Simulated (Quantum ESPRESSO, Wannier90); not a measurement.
# Wannierisation of PbI₂ (P6₃mc)

```
begin unit_cell_cart
ang
    4.6178401080    0.0000000000    0.0000000000
   -2.3089200540    3.9991668441    0.0000000000
    0.0000000000    0.0000000000   14.5512300000
end unit_cell_cart
begin atoms_frac
Pb  -0.3333333333  0.3333333333 -0.4999000000
Pb   0.3333333333 -0.3333333333  0.0001000000
I   -0.3333333333  0.3333333333 -0.1286500000
I    0.3333333333 -0.3333333333  0.3713500000
I    0.0000000000  0.0000000000  0.1285500000
I    0.0000000000  0.0000000000 -0.3714500000
end atoms_frac
```

Cell from Materials Project (mp-567503), symmetrised, no further relaxation. COD (Crystallography Open Database) has the formula in 4 space groups, this one among them (matched by group alone). Level: PBEsol, no spin polarisation, no spin-orbit coupling; pw.x of Quantum ESPRESSO at 56 Ry with PseudoDojo potentials, 6×6×4 k-points, Wannier90. Density: 12×12×2 mesh, cold smearing 0.01 Ry. Spin-orbit coupling is left out although heavy elements are present.

Bands 11-28 form an isolated set from -11.91 to 0.00 eV relative to the valence-band maximum (on the path) and are turned into 18 Wannier functions by minimising the spread from the start: SCDM (isolated).

Task: Where do the functions sit, how wide are they and what are they made of?

Result: 
| functions | spread (Å²) | nearest atom, distance (Å) | second atom, distance (Å) | weight on atomic waves |
|---|---|---|---|---|
| 12 | 2.10 | I 0.75 | Pb 2.51 | I 5p 67 %, I 5s 18 %, Pb 6p 13 % |
| 4 | 1.94 | I 0.47 | Pb 3.55 | I 5p 57 %, I 5s 40 % |
| 2 | 2.12 | Pb 0.00 | I 3.26 | Pb 6s 98 % |

Ω_I = 32.98 Å², Ω_total = 37.19 Å²; the interpolated bands follow pw.x to 1.9 meV rms on the path. It is the lowest total spread that any start reached here.
